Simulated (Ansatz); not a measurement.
LiH:
```xyz
2
Lattice="0.0000 2.0023 2.0023 2.0023 0.0000 2.0023 2.0023 2.0023 0.0000" Properties=species:S:1:pos:R:3 pbc="T T T"
Li     0.0000     0.0000     0.0000
H      2.0023     2.0023     2.0023
```

Relaxed with r²SCAN. Special points in fractions of this cell's reciprocal vectors: Γ (0.000, 0.000, 0.000); X (0.500, 0.000, 0.500); U (0.625, 0.250, 0.625); K (0.375, 0.375, 0.750); L (0.500, 0.500, 0.500); W (0.500, 0.250, 0.750).

**Question.** List the band energies nearest the valence-band maximum at these points for DFT-r²SCAN in the program Ansatz with PAW potentials.

**Answer.** In eV from the valence-band maximum; about four levels below and three above (degenerate sets whole), none deeper than 8.9 eV; … stands for higher levels left out; points with the same levels are listed once.

```tsv
k	below	above
Γ	-5.54	17.55 …
X	0.00	3.63 …
U	-0.49	4.82 …
L	-2.61	5.54 …
W	-0.22	…
```

Space group Fm-3m (rock salt). Symmetry was held in the r²SCAN relaxation; phonons on a q-mesh show no instability.

Potentials: the later of the program's two PAW sets.
